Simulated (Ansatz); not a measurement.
A generator proposed this cell of Ga3Sb.

```
Ga Sb
1.0
     5.06862    0.00000    0.00000
    -2.53431    4.38955    0.00000
     0.00000    0.00000    4.62568
Ga Sb
3 1
Direct
  0.50000 0.00000 0.24478
  0.00000 0.50000 0.24478
  0.50000 0.50000 0.24478
  0.00000 0.00000 0.14041
```

The calculation used DFT PBE, scalar-relativistic, plane waves, PAW in Ansatz 0.2.0. Cutoff 420 eV; k points 6×6×4 on the computed 4-atom cell (Γ-centred); Gaussian smearing, width 0.10 eV; no spin polarisation.

Energies over the elements count from the elements' standard structures at the same level, with no fitted energy shifts.

Problem. What does a single point on this coarse mesh give?

Solution. The pressure is 18.7 GPa (the mean over three directions, positive in compression), the largest force is 1.63 eV/Å, and the energy is +0.89 eV/atom against the elements. The shortest distance is 2.53 Å.

Problem. How much does it gain on relaxing, and where does it end?

Solution. Relaxing gains about 0.79 eV/atom (the start's value is from the coarse mesh, so the gain is rough) in 24 ionic steps and ends at +0.10 eV/atom on the finer mesh. The symmetry goes from P6mm (No. 183) to P6/mmm (No. 191). The volume per atom shrinks by 13.0 %, from 25.7 to 22.4 Å³. The shortest distance goes from 2.53 Å (Ga–Ga) to 2.88 Å (Ga–Ga). Conventional cell: a = 5.763 Å, c = 3.112 Å. Around Ga lie 4 Ga at 2.88 Å, 2 Ga at 3.11 Å and 4 Sb at 3.28 Å; Sb has 2 Sb at 3.11 Å and 12 Ga at 3.28 Å.

The last run used a 12×12×14 mesh (in the run's order of axes) for its 4-atom cell and Gaussian smearing of 0.10 eV. Spin–orbit coupling, which can matter for Sb, is left out. The relaxation can't lower the symmetry of the start. Symmetry constrained the relaxation, so the result can be a saddle point. Another cell of Ga3Sb relaxed alike, in P-3m1, lies 43 meV/atom lower, so this cell isn't the stable form at this level.
